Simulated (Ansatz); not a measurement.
# CuAu3: computed property card

CuAu3:
```
CuAu3
1.0
   -1.96438     1.96438     3.96312
    1.96438    -1.96438     3.96312
    1.96438     1.96438    -3.96312
Cu Au
1 3
Direct
  0.00000   0.00000   0.00000
  0.75000   0.25000   0.50000
  0.25000   0.75000   0.50000
  0.50000   0.50000   0.00000
```

Space group I4/mmm (No. 139); conventional cell a = b = 3.929 Å, c = 7.926 Å, α = β = γ = 90.00°.

Method: the program Ansatz at the LDA level (PAW). Geometry: relaxed at this level of theory. Other levels are named where they apply.

### Cell and energy

| Quantity | Result |
|---|---|
| Volume per atom | 15.29 Å³ |
| Density | 17.77 g/cm³ |
| Formation energy from the elements (no fitted shifts) | -0.012 eV/atom |

### Electronic structure

| Quantity | Result |
|---|---|
| Electronic character | metallic (no gap) |
| Density of states at the Fermi level | 0.25 states/eV per atom (mean over ±0.08 eV) |

### Mechanics

| Quantity | Result |
|---|---|
| Bulk modulus (Birch–Murnaghan fit) | 191 GPa |
| Pressure derivative B′ | 5.6 |

### Phonons

| Item | Result |
|---|---|
| Highest zone-centre frequency | 172 cm⁻¹ |
| Zone-centre stability | no imaginary mode at Γ |

The workflow started from a Materials Project entry (that database holds measured and hypothetical structures alike); the Crystallography Open Database copy checked does not list it. COD files the formula under space group No. 221. Its standing as an ambient phase is unchecked. The cell was relaxed with LDA under the symmetry of its start. The run is not spin-polarised. As this level gives no gap, phonon frequencies hold no LO–TO term and depend on the k-mesh and smearing (Fermi–Dirac, 0.1 eV here). Axis ratios of metals converge slowly with the k-mesh, so a and c are less sure than the volume. The references are the lowest solids computed at this level, not always the standard phases. Scalar-relativistic: spin–orbit coupling is off unless named, which matters more the heavier the elements.

Potentials: the later of the program's two PAW sets.
